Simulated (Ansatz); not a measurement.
BeSe (zinc blende)

```cif
data_Be4Se4
_chemical_formula_sum 'Se4 Be4'
_space_group_name_H-M_alt 'F-43m'
_space_group_IT_number 216
_space_group_name_Hall 'F -4 2 3'
_cell_length_a 5.17778
_cell_length_b 5.17778
_cell_length_c 5.17778
_cell_angle_alpha 90.000
_cell_angle_beta 90.000
_cell_angle_gamma 90.000
loop_
_atom_site_label
_atom_site_type_symbol
_atom_site_symmetry_multiplicity
_atom_site_Wyckoff_symbol
_atom_site_fract_x
_atom_site_fract_y
_atom_site_fract_z
_atom_site_occupancy
Se1 Se 4 c 0.25000 0.25000 0.25000 1
Be1 Be 4 a 0.00000 0.00000 0.00000 1
```
(The calculation used a cell of 2 atoms; values per cell refer to that cell.)

E(V) scan at fixed shape, V₀ the volume above. Symmetry pins the atoms to their sites.

All values below come from PBE (plane waves to 420 eV, PAW, scalar-relativistic; Ansatz, an electronic-structure program). k mesh 11×11×11 (Γ-centred), Fermi-Dirac smearing 0.05 eV. The energy includes the smearing's −TS. BeSe was relaxed with its symmetry unable to fall. ΔE is measured from the relaxed starting cell.

| V (Å³/atom) | ΔE (meV/atom) |
|---|---|
| 14.575 | 138.0 |
| 15.131 | 83.2 |
| 15.686 | 44.1 |
| 16.241 | 18.5 |
| 16.796 | 4.4 |
| 17.352 | 0.0 |
| 17.907 | 4.0 |
| 18.462 | 15.1 |
| 19.017 | 32.3 |
| 19.573 | 54.7 |
| 20.128 | 81.6 |

Problem. What is the fitted pressure derivative B₀′?

Solution. 3.9.

Problem. What bulk modulus B₀ follows from a third-order Birch-Murnaghan fit?

Solution. 75.1 GPa. Check by three points about V = 17.352 Å³/atom, step 0.555: d²E/dV² ≈ (4.4 − 2·0.0 + 4.0) meV / 0.555² = 0.0272 eV/Å⁶, and V·d²E/dV² × 160.2 = 75.7 GPa.

(A scan under strain: stresses follow from slopes of the energy per volume, elastic moduli from its curvatures.)
